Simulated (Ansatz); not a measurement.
Given:

SiO₂:
Space group P4₂/nmc, origin choice 1 (No. 137); a = b = 2.8254 Å, c = 8.1884 Å, α = β = γ = 90.00°

```
atom  site  symmetry       x       y       z
----  ----  --------  ------  ------  ------
Si      2a      -4m2  0.0000  0.0000  0.0000
O       4d      2mm.  0.0000  0.5000  0.1020
```

This is the r²SCAN-relaxed structure.

### Question
All from the program Ansatz at the r²SCAN level (PAW), unless another level is named. Predict the hole effective mass.

### Answer
1.6, 3.1, 4.5 mₑ (principal values).

### Question
Give the smallest direct gap on the standard path.

### Answer
6.30 eV.

### Question
And the weight of the valence-edge state by species (Voronoi cells)?

### Answer
O 97 %, Si 3 %.

Space group P4_2/nmc. A made-up cell: these elements were put on the sites of a structure type; neither database checked (COD, Materials Project) lists it. It is not the phase usual at ambient conditions (space group No. 92, 152, 154). The cell was relaxed with r²SCAN under the symmetry of its start; whether a distortion lowers the energy is not shown.

Potentials: the later of the program's two PAW sets.
